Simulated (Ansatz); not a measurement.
A 12-atom cell of TiSi3O8 built on the rutile structure (relaxed group Cmmm), relaxed with r2SCAN. The symmetry is Cmmm (No. 65, orthorhombic); a = 6.011 Å, b = 6.115 Å, c = 5.504 Å in the conventional setting, 8.43 Å³ an atom. Around Si lie 6 O at 1.79–1.80 Å; around Ti lie 6 O at 1.91–1.95 Å; around O lie 2 Si at 1.76–1.80 Å and 1 Ti at 1.91 Å; around O lie 2 Si at 1.79 Å and 1 Ti at 1.95 Å; around Si lie 6 O at 1.76–1.87 Å; around O lie 3 Si at 1.79–1.87 Å.

4 runs of the PAW code Ansatz on this cell differ in the functional (and in the settings that go with it). Levels are in eV from each run's valence top; v1 is the last filled band, c1 the first empty one.

Run A, mean stress -2.3 GPa (compression positive):

| point | v4 | v3 | v2 | v1 | c1 | c2 |
| --- | --- | --- | --- | --- | --- | --- |
| Γ | -1.58 | -0.69 | -0.67 | 0.00 | 4.39 | 5.53 |
| Y | -1.86 | -1.71 | -1.45 | -1.06 | 4.44 | 5.19 |
| C₀ | -1.86 | -1.70 | -1.45 | -1.06 | 4.44 | 5.19 |
| Z | -1.39 | -1.16 | -1.05 | -0.51 | 4.85 | 5.44 |
| A₀ | -1.86 | -1.66 | -1.50 | -1.36 | 4.98 | 5.04 |
| T | -1.85 | -1.67 | -1.50 | -1.36 | 4.98 | 5.04 |

Run B, mean stress 0.0 GPa (compression positive):

| point | v4 | v3 | v2 | v1 | c1 | c2 |
| --- | --- | --- | --- | --- | --- | --- |
| Γ | -1.62 | -0.77 | -0.70 | 0.00 | 2.23 | 3.35 |
| Y | -1.83 | -1.68 | -1.37 | -1.03 | 2.26 | 3.05 |
| C₀ | -1.82 | -1.68 | -1.37 | -1.03 | 2.26 | 3.05 |
| Z | -1.35 | -1.18 | -1.01 | -0.48 | 2.62 | 3.26 |
| A₀ | -1.88 | -1.56 | -1.50 | -1.40 | 2.79 | 2.85 |
| T | -1.88 | -1.57 | -1.50 | -1.40 | 2.79 | 2.85 |

Run C, mean stress -2.2 GPa (compression positive):

| point | v4 | v3 | v2 | v1 | c1 | c2 |
| --- | --- | --- | --- | --- | --- | --- |
| Γ | -1.59 | -0.70 | -0.68 | 0.00 | 3.61 | 4.74 |
| Y | -1.86 | -1.71 | -1.45 | -1.06 | 3.67 | 4.41 |
| C₀ | -1.86 | -1.70 | -1.45 | -1.06 | 3.67 | 4.41 |
| Z | -1.39 | -1.17 | -1.04 | -0.51 | 4.07 | 4.66 |
| A₀ | -1.86 | -1.66 | -1.50 | -1.37 | 4.21 | 4.26 |
| T | -1.85 | -1.67 | -1.50 | -1.37 | 4.20 | 4.26 |

Run D, mean stress +8.3 GPa (compression positive):

| point | v4 | v3 | v2 | v1 | c1 | c2 |
| --- | --- | --- | --- | --- | --- | --- |
| Γ | -1.60 | -0.76 | -0.69 | 0.00 | 1.79 | 3.00 |
| Y | -1.79 | -1.63 | -1.32 | -1.01 | 1.81 | 2.67 |
| C₀ | -1.79 | -1.63 | -1.32 | -1.01 | 1.82 | 2.67 |
| Z | -1.33 | -1.15 | -0.98 | -0.47 | 2.20 | 2.91 |
| A₀ | -1.82 | -1.52 | -1.46 | -1.37 | 2.37 | 2.46 |
| T | -1.82 | -1.53 | -1.46 | -1.37 | 2.37 | 2.46 |

Q: Match the runs to PBE, r2SCAN, HSE06, PBE0.

A: A is PBE0, B is r2SCAN, C is HSE06, D is PBE. In order of the gap: PBE 1.79, r2SCAN 2.23, HSE06 3.61, PBE0 4.39 eV. The stress vanishes for r2SCAN, which relaxed the cell.

These are computed values for a spin-unpolarised cell that may be hypothetical; none is a measurement.

The program warns that its thresholds are loose for a hybrid's stress.

The meshes of the hybrids are coarse, so their gaps aren't converged to the digits shown.
